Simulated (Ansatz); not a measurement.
## Vibrational response of La₂SnO₄

Method: DFT PBE, scalar-relativistic, plane waves, PAW (Ansatz 0.2.0). Plane waves to 420 eV; Γ-centred k mesh 10×10×10; fixed occupations. No spin polarisation. Phonons by linear response, acoustic sum rule imposed.

Equilibrium structure at this level:
```xyz
7
Lattice="-2.0456 2.0456 7.2960 2.0456 -2.0456 7.2960 2.0456 2.0456 -7.2960" Properties=species:S:1:pos:R:3 pbc="T T T"
La    0.0000    0.0000    5.3249
La    0.0000    0.0000   10.0960
Sn    0.0000    0.0000    0.4363
O     0.0000    2.0456    6.8737
O     2.0456    0.0000    6.8737
O     2.0456    0.0000    3.8754
O     0.0000    2.0456    3.8754
```

The structure comes from a proposed guess, relaxed at this level; another structure or a mixture of phases may lie lower. Spin–orbit coupling is left out, which matters for heavy elements.

Question: Is this structure stable against zone-centre distortions?

Answer: Yes, at Γ: no optical mode is imaginary. Strains and other wave vectors aren't tested by this run.

Question: List the optical modes at Γ without the LO field (i marks imaginary ones).

Answer:
| frequency (THz) | degeneracy | IR intensity of the level ((D/Å)²/amu) |
| --- | --- | --- |
| 2.35 | 2 | 1.43 |
| 3.48 | 2 | 1.12 |
| 3.82 | 1 | 1.06 |
| 5.88 | 1 | 1.26 |
| 6.32 | 1 | 0.00 |
| 6.34 | 2 | 69.64 |
| 8.15 | 2 | 42.46 |
| 9.39 | 1 | 31.56 |
| 9.54 | 1 | 0.00 |
| 11.08 | 2 | 10.22 |
| 12.43 | 2 | 7.83 |
| 14.18 | 1 | 2.44 |
